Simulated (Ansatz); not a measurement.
GaAs:
```
CELL_PARAMETERS angstrom
      6.92161     0.00000     0.00000
      0.00000     6.92161     0.00000
      0.00000     0.00000     4.00958
ATOMIC_POSITIONS crystal
  Ga 0.32439 0.67561 0.00000
  Ga 0.67561 0.32439 0.00000
  Ga 0.82439 0.82439 0.50000
  Ga 0.17561 0.17561 0.50000
  As 0.31720 0.31720 0.00000
  As 0.68280 0.68280 0.00000
  As 0.18280 0.81720 0.50000
  As 0.81720 0.18280 0.50000
```

Relaxed with r²SCAN. Special points in fractions of this cell's reciprocal vectors: Γ (0.000, 0.000, 0.000); X (0.000, 0.500, 0.000); M (0.500, 0.500, 0.000); Z (0.000, 0.000, 0.500); R (0.000, 0.500, 0.500); A (0.500, 0.500, 0.500).

List the band energies nearest the valence-band maximum at these points for plane-wave PAW r²SCAN (Ansatz code).

In eV from the valence-band maximum; about four levels below and three above (degenerate sets whole), none deeper than 8.9 eV; points with the same levels are listed once.

```csv
k,below,above
Γ,-0.31 -0.14 0.00 0.00,1.02 1.39 1.85 1.85
X,-1.08 -1.08 -0.74 -0.74,2.09 2.09 2.31 2.31
M,-1.52 -1.52 -1.33 -1.33,2.15 2.15 2.60 2.60
Z,-2.22 -2.22 -2.21 -2.21,2.62 2.62 4.16 4.16
R,-2.04 -2.04 -1.25 -1.25,2.01 2.01 2.97 2.97
A,-1.76 -1.76 -1.65 -1.65,1.00 1.00 2.40 2.40
```

Space group P4_2/mnm. The start of the workflow was typed in or built on a structure type; neither database checked (COD, Materials Project) lists it. It is not the phase usual at ambient conditions (space group No. 216). The cell was relaxed with r²SCAN under the symmetry of its start; its stability against distortions is not shown here. The volume moved by 17 % from the start of the relaxation. Scalar-relativistic: spin–orbit coupling is off unless named, which matters more the heavier the elements.

Potentials: the later of the program's two PAW sets.
